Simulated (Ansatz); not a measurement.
Given:

SiMo:
Space group P-6m2 (No. 187); a = 3.0962 Å, b = 3.0962 Å, c = 3.5014 Å, α = 90.00°, β = 90.00°, γ = 120.00°

```json
[
 {"atom": "Si", "site": "1a", "symmetry": "-6m2", "x": "0.0000", "y": "0.0000", "z": "0.0000"},
 {"atom": "Mo", "site": "1d", "symmetry": "-6m2", "x": "0.3333", "y": "0.6667", "z": "0.5000"}
]
```

This is the PBEsol-relaxed structure.

Problem. All from DFT-PBEsol in the program Ansatz with PAW potentials, unless another level is named. Predict the Debye temperature from the elastic constants.

Solution. 527 K.

Problem. What about the highest zone-centre frequency?

Solution. 414 cm⁻¹.

The workflow started from a Materials Project entry (that database holds measured and hypothetical structures alike); the Crystallography Open Database copy checked does not list it. Whether it is the stable phase at ambient conditions was not checked. The PBEsol relaxation kept the symmetry of its start; its stability against distortions is not shown here. The run is not spin-polarised. As this level gives no gap, shear constants depend on the k-mesh and smearing (Fermi–Dirac, 0.1 eV here). As this level gives no gap, phonon frequencies hold no LO–TO term and depend on the k-mesh and smearing (Fermi–Dirac, 0.1 eV here).

Potentials: the later of the program's two PAW sets.
